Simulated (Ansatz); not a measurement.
HfScTaN3 in space group P3m1 (No. 156; Pearson symbol hP6) under volume change, plane-wave PAW PBEsol (Ansatz code), shape and atoms relaxed at each volume.

```csv
V (Å³/atom),E − E(relaxed) (meV/atom),P (GPa)
9.944,91.1,32.24
10.272,(withheld),(withheld)
10.600,9.0,9.08
10.928,0.0,0.00
11.255,8.1,-7.73
11.583,(withheld),(withheld)
11.911,66.0,-19.92
```

Question: Complete the blanks.

Answer: 
- 10.272, E − E(relaxed) (meV/atom): 38.2
- 10.272, P (GPa): 19.73
- 11.583, E − E(relaxed) (meV/atom): 30.9
- 11.583, P (GPa): -14.32

Question: What does a third-order Birch–Murnaghan fit give for V₀, B₀ and B′?

Answer: V₀ = 10.93 Å³/atom, B₀ = 279 GPa, B′ = 4.3.

The start of the workflow was typed in or built on a structure type; neither database checked (COD, Materials Project) lists it. Whether it is the stable phase at ambient conditions was not checked. The PBEsol relaxation kept the symmetry of its start; whether a distortion lowers the energy is not shown. No spin polarisation was allowed. Spin–orbit coupling is left out wherever it is not named.

Potentials: the earlier of the program's two PAW sets. The files were generated under PBE; for other functionals the program regenerates the frozen cores, and for LDA and PBEsol the local potential too.
